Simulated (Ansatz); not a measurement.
# Si3N4: what each run costs

Cell: 14 atoms, space group P6_3/m, a = 7.632 Å, b = 7.632 Å, c = 2.919 Å, α = 90.00°, β = 90.00°, γ = 120.00°.

All runs are DFT with Ansatz 0.2.0 on 1 thread of Intel Xeon Platinum 8488C (Sapphire Rapids) (x86_64; 16 cores open to the job, memory cap 3.0 GiB, no GPU), a shared host.

Question: Rank the runs by wall time, shortest first.
A. single point at relaxed positions, r2SCAN, gradients read without the response of the cores, 500 eV, 4×4×9 k-points, smearing 0.02 eV
B. single point, PBE, gradients read without the response of the cores, 420 eV, 4×4×9 k-points, smearing 0.02 eV
C. relaxation of the ions, PBE, gradients read without the response of the cores, 420 eV, 4×4×9 k-points, smearing 0.02 eV

Answer: B (8.8 s, 0.48 GiB), A (16 s, 0.84 GiB), C (30 s, 0.47 GiB).
